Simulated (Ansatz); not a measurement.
Formation energy of RbCd (CsCl type)

```
Rb Cd
1.0
     4.56836    0.00000    0.00000
     0.00000    4.56836    0.00000
     0.00000    0.00000    4.56836
Rb Cd
1 1
Direct
  0.00000 0.00000 0.00000
  0.50000 0.50000 0.50000
```

The cell comes from a relaxation on PAW files under the same functional, begun from a prototype that needn't be the stable phase.

Level of theory: DFT with PBE, scalar-relativistic, in Ansatz 0.2.0; a Γ-centred 9×9×9 k mesh, Fermi–Dirac smearing of 0.05 eV, no spin polarisation. LAPW: all electrons, basis error target 0.5 meV/atom; PAW: frozen-core files, cutoff 420 eV.

The elements are taken as Cd hcp, Rb bcc, each relaxed on PAW files under the same functional and computed by the same method as the compound; zero-point and thermal terms are left out.

**Question.** What is the formation energy by LAPW, and how far do the other methods lie from it?

**Answer.** 0.034 eV/atom; PAW +0.2 meV/atom. The compound is unstable against these elements; other compounds of the system weren't compared.

**Question.** Give the LAPW value for one formula unit in kJ/mol.

**Answer.** 0.034 eV/atom × 2 atoms × 96.485 kJ/(mol·eV) = 6.6 kJ/mol, at zero temperature and without zero-point motion.

**Question.** What Bader charges does the PAW density give?

**Answer.** Rb1 +0.61 e, Cd2 -0.61 e.
